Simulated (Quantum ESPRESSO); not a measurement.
pw.x input (Quantum ESPRESSO 7.5; PBEsol, PseudoDojo standard norm-conserving files, fully relativistic):

```
&CONTROL
  calculation = 'scf'
  pseudo_dir = './pseudo'
  outdir = './out'
  tprnfor = .true.
  tstress = .true.
/
&SYSTEM
  ibrav = 0
  nat = 4
  ntyp = 4
  ecutwfc = 72.0
  ecutrho = 288.0
  occupations = 'smearing'
  smearing = 'fd'
  degauss = 0.002
  nbnd = 22
  noncolin = .true.
  lspinorb = .true.
/
&ELECTRONS
  conv_thr = 4e-10
/
ATOMIC_SPECIES
H 1.0080 H.upf
Al 26.9815 Al.upf
Si 28.0850 Si.upf
Ba 137.3270 Ba.upf
CELL_PARAMETERS angstrom
  4.299141334561   0.000000000000   0.000000000000
 -2.149570667281   3.723165610190   0.000000000000
  0.000000000000   0.000000000000   5.061951565000
ATOMIC_POSITIONS crystal
H   0.666666667000   0.333333333000   0.124555834200
Al   0.666666667000   0.333333333000   0.469354375700
Si   0.333333333667   0.666666666333   0.544090423600
Ba   0.000000000333   0.000000000000   0.004909366500
K_POINTS automatic
9 9 6 0 0 0
```

End of the output:

```

[...]
     the Fermi energy is     7.5827 ev
!    total energy              =     -70.42907837 Ry
     estimated scf accuracy    <          2.4E-11 Ry
     smearing contrib. (-TS)   =      -0.00000001 Ry
     internal energy E=F+TS    =     -70.42907836 Ry
     The total energy is F=E-TS. E is the sum of the following terms:
     one-electron contribution =       0.08087366 Ry
     hartree contribution      =       7.16137928 Ry
     xc contribution           =     -19.07340715 Ry
     ewald contribution        =     -58.59792415 Ry
     convergence has been achieved in  10 iterations
     Forces acting on atoms (cartesian axes, Ry/au):
     atom    1 type  1   force =     0.00000000    0.00000000   -0.00052448
     atom    2 type  2   force =     0.00000000   -0.00000000    0.00019232
     atom    3 type  3   force =     0.00000000    0.00000000    0.00031525
     atom    4 type  4   force =     0.00000000   -0.00000000    0.00001691
     Total force =     0.000642     Total SCF correction =     0.000001
     Computing stress (Cartesian axis) and pressure
          total   stress  (Ry/bohr**3)                   (kbar)     P=        0.14
  -0.00000208  -0.00000000   0.00000000           -0.31       -0.00        0.00
  -0.00000000  -0.00000208   0.00000000           -0.00       -0.31        0.00
   0.00000000   0.00000000   0.00000707            0.00        0.00        1.04
```
In a gapped system the printed Fermi energy is only some level inside the gap.

Geometry relaxed with PBEsol.
